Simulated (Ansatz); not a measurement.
Trial structure of ZnRhC4N4, not yet relaxed:

```cif
data_structure
_symmetry_space_group_name_H-M 'P-43m'
_symmetry_Int_Tables_number 215
_cell_length_a 5.8826
_cell_length_b 5.8826
_cell_length_c 5.8826
_cell_angle_alpha 90.000
_cell_angle_beta 90.000
_cell_angle_gamma 90.000
_cell_volume 203.57
loop_
_atom_site_label
_atom_site_type_symbol
_atom_site_symmetry_multiplicity
_atom_site_Wyckoff_symbol
_atom_site_fract_x
_atom_site_fract_y
_atom_site_fract_z
_atom_site_occupancy
Zn1 Zn 1 a 0.00000 0.00000 0.00000 1
Rh1 Rh 1 b 0.50000 0.50000 0.50000 1
C1 C 4 e 0.18814 0.18814 0.18814 1
N1 N 4 e 0.30297 0.30297 0.30297 1
```

All numbers below come from Ansatz, DFT PBE, scalar-relativistic, plane waves, PAW. Cutoff 420 eV; k points 4×4×4 on the computed 10-atom cell (Γ-centred); Gaussian smearing, width 0.10 eV; collinear spin from starting moments 0.0 1.0 0.0 0.0 0.0 0.0 0.0 0.0 0.0 0.0 μB.

The zero of energy is the elements' standard structures at the same level (N₂ as a molecule); no fitted shifts are applied.

Problem. How far from equilibrium is it?

Solution. The pressure is 3.2 GPa (it wants to expand), the largest force is 1.27 eV/Å, and the energy is +0.60 eV/atom against the elements. The shortest distance is 1.17 Å.

Problem. Is it a good guess?

Solution. A fair one: relaxing gains under 0.03 eV/atom in 11 ionic steps and ends at +0.577 eV/atom on the finer mesh. The symmetry stays P-43m (No. 215). The volume per atom grows by 8.3 %, from 20.4 to 22.0 Å³. The shortest distance stays 1.17 Å (C–N). Conventional cell: a = 6.040 Å. Zn is surrounded by 4 C at 2.01 Å; around Rh lie 4 N at 2.05 Å; C is surrounded by 1 N at 1.17 Å and 1 Zn at 2.01 Å; around N lie 1 C at 1.17 Å and 1 Rh at 2.05 Å.

The last run used collinear spin, a 6×6×6 mesh for its 10-atom cell and Gaussian smearing of 0.02 eV. The reference form of C is held partly by dispersion forces, which this level lacks. The magnetic state reached may not be the lowest. The relaxation can't lower the symmetry of the start, and the grade says only how near the guess is to its own end. A structure relaxed within its symmetry needn't be a true minimum.
